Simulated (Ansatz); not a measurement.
Input file for Ansatz (a program for electronic structure):

Ansatz 0.2 input:
```yaml
crystal:
  lattice:
    - [5.4119758271, 0.0, 0.0]
    - [0.0, 3.47032828, 0.0]
    - [0.0, 0.0, 6.526497691]
  atoms:
    - { symbol: Co, position: [0.0325510487, 0.75, 0.6700539125] }
    - { symbol: Co, position: [0.9674489513, 0.25, 0.3299460875] }
    - { symbol: Co, position: [0.4674489513, 0.25, 0.1700539125] }
    - { symbol: Co, position: [0.5325510487, 0.75, 0.8299460875] }
    - { symbol: Co, position: [0.3544549426, 0.25, 0.5648068771] }
    - { symbol: Co, position: [0.6455450574, 0.75, 0.4351931229] }
    - { symbol: Co, position: [0.1455450574, 0.75, 0.0648068771] }
    - { symbol: Co, position: [0.8544549426, 0.25, 0.9351931229] }
    - { symbol: P, position: [0.7505306958, 0.25, 0.6211871539] }
    - { symbol: P, position: [0.2494693042, 0.75, 0.3788128461] }
    - { symbol: P, position: [0.7494693042, 0.75, 0.1211871539] }
    - { symbol: P, position: [0.2505306958, 0.25, 0.8788128461] }
kpoints:
  mp_grid: { grid: [8, 12, 7] }
hamiltonian:
  xc: pbesol
  pseudopotentials: { kind: paw }
scf:
  occupations: { method: fermi_dirac, width: 0.1 }
phonons:
  method: dfpt
  response_accuracy: low
  eigenvectors: true
  rigid_motions: translations
```

Output (shortened):

```
zone centre: on kpoints.mp_grid the ground state, and the responses unless they are solved on pairs of k-points, stand on 203 of the mesh's 672 k-points, …
Pseudopotentials: kind: paw
Pseudopotential: Co, paw, valence charge 17
Pseudopotential: P, paw, valence charge 5
Functional definition: PBEsol
Crystal: 12 atoms, lattice volume = 122.576 Å³
Basis set: ecut = 420 eV, 2393 PW (Γ), exchange–correlation on 80×48×96 points (8 copies of the dense FFT grid, shifted against one another)
Bands: 94, of which v1, the nominal top of the filled ones, is band 78 counted from 1 (77 counted from 0)
Symmetry: 8 space group operations
k-points: 203 of 672 (irreducible under 2 space group operations, time reversal used)
PAW frozen core: Co, regenerated for the run's functional, and the local potential with it
PAW frozen core: P, regenerated for the run's functional, and the local potential with it
Initial wavefunctions: pseudopotential atomic-orbital guess
Eigensolver: davidson
Functional: x = pbesol(κ = 0.804, μ = 0.12345679012345678), c = pbesol(β = 0.046)
SCF iter   1: F=—  HF=-43711.859304 eV  |F-HF|=—  |Δ(HF+E_count)|=         —  Δρ=1.69e-2  dr2=1.71e-1  ethr=1.77e-3  ⟨swp⟩=5.3  Hψ=68550  notcnv=0  defer=131
all-band conjugate gradients solve this SCF's bands
preconditioner: auto → Kerker (q_TF=auto, 2.840 Å⁻¹)
SCF iter   2: F=—  HF=-43711.824838 eV  |F-HF|=—  |Δ(HF+E_count)|=   3.45e-2  Δρ=4.64e-3  dr2=1.45e-2  ethr=1.10e-4  ⟨swp⟩=2.1  Hψ=30690  notcnv=0  defer=562
SCF iter   3: F=—  HF=-43711.822310 eV  |F-HF|=—  |Δ(HF+E_count)|=   2.53e-3  Δρ=1.29e-3  dr2=1.63e-3  ethr=9.30e-6  ⟨swp⟩=2.8  Hψ=34520  notcnv=0  defer=562
SCF iter   4: F=—  HF=-43711.821867 eV  |F-HF|=—  |Δ(HF+E_count)|=   4.44e-4  Δρ=2.76e-4  dr2=1.25e-4  ethr=1.05e-6  ⟨swp⟩=2.0  Hψ=24654  notcnv=0  defer=562
SCF iter   5: F=—  HF=-43711.821865 eV  |F-HF|=—  |Δ(HF+E_count)|=   1.03e-6  Δρ=1.92e-4  dr2=3.09e-5  ethr=8.03e-8  ⟨swp⟩=2.0  Hψ=28514  notcnv=0  defer=562
SCF iter   6: F=—  HF=-43711.821858 eV  |F-HF|=—  |Δ(HF+E_count)|=   7.62e-6  Δρ=4.26e-5  dr2=1.66e-6  ethr=1.98e-8  ⟨swp⟩=2.0  Hψ=24550  notcnv=0  defer=562
SCF iter   7: F=—  HF=-43711.821854 eV  |F-HF|=—  |Δ(HF+E_count)|=   4.26e-6  Δρ=1.75e-5  dr2=2.21e-7  ethr=1.07e-9  ⟨swp⟩=2.3  Hψ=33707  notcnv=0  defer=562
SCF iter   8: F=—  HF=-43711.821854 eV  |F-HF|=—  |Δ(HF+E_count)|=   3.94e-8  Δρ=4.77e-6  dr2=1.44e-8  ethr=1.42e-10  ⟨swp⟩=2.3  Hψ=27188  notcnv=0  defer=562
SCF iter  12: F=-43711.821854 eV  HF=-43711.821854 eV  |F-HF|=7.28e-12  |Δ(HF+E_count)|=  7.28e-12  Δρ=7.17e-8  dr2=3.07e-12  ethr=1.00e-12  ⟨swp⟩=4.0  Hψ=79773  notcnv=0
SCF 1 converged in 12 iterations: F = -43711.821854 eV  dr2 = 3.07e-12
DFPT response loops at Γ: preconditioner auto → Kerker (q_TF=auto, 2.840 Å⁻¹) (partly filled bands, converged f_vac=0.000) …
SCF converged after 12 iterations
Free energy (F): -43711.821854 eV
Harris-Foulkes:  -43711.821854 eV  (|F-HF|=7.28e-12)
Internal energy: -43711.437031 eV  (E = F + TS)
E sigma→0 (E₀):  -43711.629442 eV
Entropy (-TS):   -0.384822 eV (-32.069 meV/atom)
Fermi energy:    18.892807 eV
--- Per-component energies (eV) ---
  E_band       = -1695.690053
  E_kinetic    = 3970.152741
  E_local      = -25081.077504  (includes V_loc(G=0)·N_el)
  E_nonlocal   = 3807.448995
  E_hartree    = 10740.676449
  E_xc         = -1526.027995
  E_vxc        = -1905.568795  (∫ρ·V_xc dr)
  E_paw        = -14099.341426  (= ΣΔE_a)
  E_vpaw       = -3967.999121  (= ΣTr[D̂ρ^β])
  E_aug_tail   = 0.000445  (compensation charges beyond the density's cutoff)
  E_ewald      = -21524.960476
  E_core_change = 1.691738  (= ΣΔE_core)
  E_smearing   = -0.384822  (= −TS)
  E_closure    =  0.000000  (closes the sum)
  Σ components = -43711.821854   (vs F -43711.821854, Δ=0.00e0)
  [band-id]    e_kinetic+e_local+e_nonlocal+2·e_hartree+e_vxc+e_vpaw+e_augmentation_tail = -1695.690340   (vs E_band -1695.690053, Δ=-2.87e-4)
--- Band table (eV; the first three rows and the last of 203) ---
  k-point 0: bands = ["-75.7894", "-75.7883", "-75.7690", "-75.7689", "-75.5678", "-75.5666", "-75.5656", "-75.5634", "-39.3481", "-39.3389", "-39.3301", "-39.3299", "-39.2698", "-39.2591", "-39.2440", "-39.2320", "-39.2058", "-39.2011", "-39.1872", "-39.1785", "-39.1293", "-39.1110", "-39.1048", "-39.0891", "-38.9959", "-38.9886", "-38.9833", "-38.9814", "-38.9759", "-38.9753", "-38.9549", "-38.9542", "4.2064", "6.4765", "6.6278", "6.9963", "10.7710", "11.3536", "12.1366", "12.4792", "13.1658", "13.7085", "13.7165", "13.8641", "13.9379", "14.2189", "14.5473", "14.6979", "15.1046", "15.4915", "15.6500", "15.8846", "15.9753", "16.0035", "16.1547", "16.1916", "16.4847", "16.7090", "16.7150", "16.7529", "16.8548", "16.9206", "17.2578", "17.4132", "17.4206", "17.4645", "17.5040", "17.7405", "17.8284", "17.8319", "18.2154", "18.2390", "18.3347", "18.4408", "18.4463", "18.5081", "18.5817", "18.6905", "18.8383", "19.1420", "19.4427", "19.7445", "21.1351", "21.9814", "22.2045", "22.5966", "22.6114", "22.8583", "23.1831", "23.3337", "24.3896", "24.7148", "24.9591", "25.4347"]
  k-point 1: bands = ["-75.7894", "-75.7884", "-75.7690", "-75.7689", "-75.5678", "-75.5668", "-75.5653", "-75.5634", "-39.3477", "-39.3395", "-39.3302", "-39.3299", "-39.2693", "-39.2597", "-39.2435", "-39.2327", "-39.2053", "-39.2012", "-39.1868", "-39.1789", "-39.1286", "-39.1131", "-39.1028", "-39.0896", "-38.9957", "-38.9893", "-38.9826", "-38.9808", "-38.9760", "-38.9754", "-38.9553", "-38.9545", "4.2684", "6.0860", "6.9157", "7.0173", "10.8291", "11.4597", "12.1914", "12.3339", "13.0943", "13.6547", "13.7458", "13.8280", "13.9116", "14.3135", "14.5597", "14.8051", "15.0167", "15.4749", "15.6078", "15.8590", "16.0286", "16.0839", "16.1327", "16.1857", "16.4350", "16.5787", "16.7070", "16.8040", "16.8944", "16.9193", "17.2269", "17.2845", "17.4156", "17.5155", "17.6381", "17.7690", "17.7867", "17.9358", "18.2055", "18.2412", "18.3379", "18.3855", "18.4943", "18.5224", "18.5789", "18.6701", "18.9649", "19.0393", "19.6031", "19.6874", "20.9183", "21.4890", "22.4919", "22.5327", "22.6065", "22.6269", "23.4791", "23.6350", "24.3765", "24.7259", "24.9805", "25.5063"]
  k-point 2: bands = ["-75.7892", "-75.7885", "-75.7690", "-75.7689", "-75.5677", "-75.5672", "-75.5648", "-75.5636", "-39.3465", "-39.3408", "-39.3303", "-39.3301", "-39.2679", "-39.2613", "-39.2420", "-39.2345", "-39.2042", "-39.2014", "-39.1855", "-39.1801", "-39.1267", "-39.1168", "-39.0995", "-39.0911", "-38.9950", "-38.9908", "-38.9809", "-38.9795", "-38.9764", "-38.9756", "-38.9560", "-38.9553", "4.4514", "5.5988", "7.0728", "7.1162", "10.9996", "11.7596", "11.9992", "12.3567", "12.8859", "13.4483", "13.6504", "13.8445", "14.0013", "14.4754", "14.5876", "14.7810", "15.0993", "15.5060", "15.5467", "15.7891", "15.9565", "16.1258", "16.1699", "16.2720", "16.3670", "16.4472", "16.5260", "16.8762", "16.9941", "17.0480", "17.1107", "17.1235", "17.4192", "17.5819", "17.6810", "17.7643", "17.9161", "18.1249", "18.1957", "18.2605", "18.3301", "18.3427", "18.4879", "18.5069", "18.6210", "18.6980", "18.8728", "19.2530", "19.4463", "19.9517", "20.7457", "20.8438", "22.1214", "22.2105", "22.6695", "22.7324", "23.8332", "24.2091", "24.3428", "24.7272", "25.3817", "25.7541"]
  k-point 202: bands = ["-75.7786", "-75.7786", "-75.7786", "-75.7786", "-75.5661", "-75.5661", "-75.5661", "-75.5661", "-39.3404", "-39.3404", "-39.3404", "-39.3404", "-39.2625", "-39.2625", "-39.2625", "-39.2625", "-39.1912", "-39.1912", "-39.1912", "-39.1912", "-39.1029", "-39.1029", "-39.1029", "-39.1029", "-38.9890", "-38.9890", "-38.9890", "-38.9890", "-38.9630", "-38.9630", "-38.9630", "-38.9630", "6.9299", "6.9299", "6.9299", "6.9299", "11.0056", "11.0056", "11.0056", "11.0056", "13.4946", "13.4946", "13.4946", "13.4946", "14.1507", "14.1507", "14.1507", "14.1507", "15.5246", "15.5246", "15.5246", "15.5246", "15.9895", "15.9895", "15.9895", "15.9895", "16.3748", "16.3748", "16.3748", "16.3748", "17.1472", "17.1472", "17.1472", "17.1472", "17.6563", "17.6563", "17.6563", "17.6563", "17.7370", "17.7370", "17.7370", "17.7370", "18.5065", "18.5065", "18.5065", "18.5065", "18.7708", "18.7708", "18.7708", "18.7708", "20.3190", "20.3190", "20.3190", "20.3190", "21.4406", "21.4406", "21.4406", "21.4406", "23.4528", "23.4528", "23.4528", "23.4528", "24.9843", "24.9843"]
  band table: 94 of 94 bands, residual norms ≤ 1.0e-3 eV
--- Phonons (Γ-DFPT): 9 representative perturbations + reference, on 203 of 672 k-points (Σ response iterations 33) ---
  k mesh reduced under 2 symmetry operations, with k and −k counted as one. Each operation leaves every solved displacement unchanged or reverses it
  ASR residual: 2.197e-3 → 0.000e0 eV/Å²; symmetrization residual: 6.761e-5 eV/Å²
  ASR residual per site (eV/Å²): 1.73e-3 1.73e-3 1.73e-3 1.73e-3 2.20e-3 2.20e-3 2.20e-3 2.20e-3 4.50e-4 4.50e-4 4.50e-4 4.50e-4
  Γ frequencies (cm⁻¹): 0.00 0.00 0.00 99.70 127.38 138.92 149.94 163.11 167.71 171.31 179.60 198.91 205.65 212.02 227.81 229.26 231.98 234.16 243.75 250.04 259.70 268.50 278.95 291.02 342.22 361.21 368.96 369.94 376.27 387.64 388.34 404.97 465.68 467.06 469.85 470.90
  non-analytic LO–TO correction: not included (Born effective charges unavailable; polar crystals: no LO–TO splitting at Γ)
```

Cost: about 40 core-minutes (a rough figure) on shared cores.

Space group Pnma. The first step of the workflow began from a Materials Project structure, measured or hypothetical; the Crystallography Open Database files this formula in space group No. 62, but the cells were not matched. Whether it is the stable phase at ambient conditions was not checked. Symmetry was held in the PBEsol relaxation; whether a distortion lowers the energy is not shown. The run is not spin-polarised. As this level gives no gap, phonon frequencies hold no LO–TO term and depend on the k-mesh and smearing (Fermi–Dirac, 0.1 eV here).

Potentials: the later of the program's two PAW sets.

Ansatz is a plane-wave DFT program.
